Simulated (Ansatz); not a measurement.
MgPd (CsCl type, Pm-3m), r²SCAN (plane waves, PAW; program Ansatz), all energies at zero smearing, with the estimated change up to a 700 eV cutoff added, with one set of potentials and settings (totals compare only within such a set). Cell of 2 atoms (1 Pd, 1 Mg): -8913.592 eV.

```
element                reference phase  E (eV/atom)
-------  -----------------------------  -----------
Pd          Fm-3m, 1 atoms in the cell   -6985.7456
Mg       P6_3/mmc, 2 atoms in the cell   -1926.4086
```

Formation energy per atom, worked out: (-8913.592 − 1×(-6985.7456) − 1×(-1926.4086))/2 = -0.719 eV/atom (-69 kJ per mol of atoms), at 0 K, without zero-point energy or fitted corrections.

The workflow started from an entry of the Crystallography Open Database (COD). Whether it is the stable phase at ambient conditions was not checked. The r²SCAN relaxation kept the symmetry of its start; its stability against distortions is not shown here. No spin polarisation was allowed. The references are the lowest solids computed at this level, not always the standard phases.

Potentials: the later of the program's two PAW sets.
